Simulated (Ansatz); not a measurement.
HPbBrO:
```xyz
16
Lattice="7.4040 0.0000 0.0000 0.0000 4.0927 0.0000 0.0000 0.0000 10.0105" Properties=species:S:1:pos:R:3 pbc="T T T"
H      2.2220     1.0232     6.1731
H      5.1819     3.0695     3.8374
H      1.4800     3.0695     1.1678
H      5.9240     1.0232     8.8427
Pb     1.4551     1.0232     9.1808
Pb     5.9488     3.0695     0.8298
Pb     2.2469     3.0695     4.1755
Pb     5.1571     1.0232     5.8350
Br     0.4142     3.0695     6.8145
Br     6.9898     1.0232     3.1961
Br     3.2878     1.0232     1.8092
Br     4.1162     3.0695     8.2013
O      2.8026     1.0232     5.4002
O      4.6014     3.0695     4.6103
O      0.8994     3.0695     0.3950
O      6.5046     1.0232     9.6156
```

x, y and z are the axes in which the lattice vectors are written.

Q: Give the high-frequency dielectric tensor and the Born effective charge tensors of the independent atoms from DFPT, the program Ansatz at the r²SCAN+D4 level (PAW).

A: 
ε∞:
```
4.54  0.00  0.00
0.00  4.80  0.00
0.00  0.00  4.80
```
Z* of atom 1 (H), rows: field, columns: displacement, in e:
```
 0.38   0.00  -0.14
 0.00   0.46   0.00
-0.10   0.00   0.33
```
Z* of atom 5 (Pb), rows: field, columns: displacement, in e:
```
 3.30   0.00  -0.05
 0.00   3.81   0.00
-0.01   0.00   3.12
```
Z* of atom 9 (Br), rows: field, columns: displacement, in e:
```
-1.59   0.00  -0.03
 0.00  -1.65   0.00
-0.13   0.00  -2.02
```
Z* of atom 13 (O), rows: field, columns: displacement, in e:
```
-2.10   0.00  -0.40
 0.00  -2.62   0.00
-0.53   0.00  -1.43
```

Static charges for comparison (Bader): H1 +0.57, Pb5 +1.36, Br9 -0.69, O13 -1.24 e. Born charges measure polarisation by displacement and can exceed these by far.

Space group Pnma. The first step of the workflow began from a Materials Project structure, measured or hypothetical; the Crystallography Open Database copy checked does not list it. Its standing as an ambient phase is unchecked. The r²SCAN+D4 relaxation kept the symmetry of its start; whether a distortion lowers the energy is not shown. Scalar-relativistic: spin–orbit coupling is off unless named, which matters more the heavier the elements.

Potentials: the later of the program's two PAW sets.
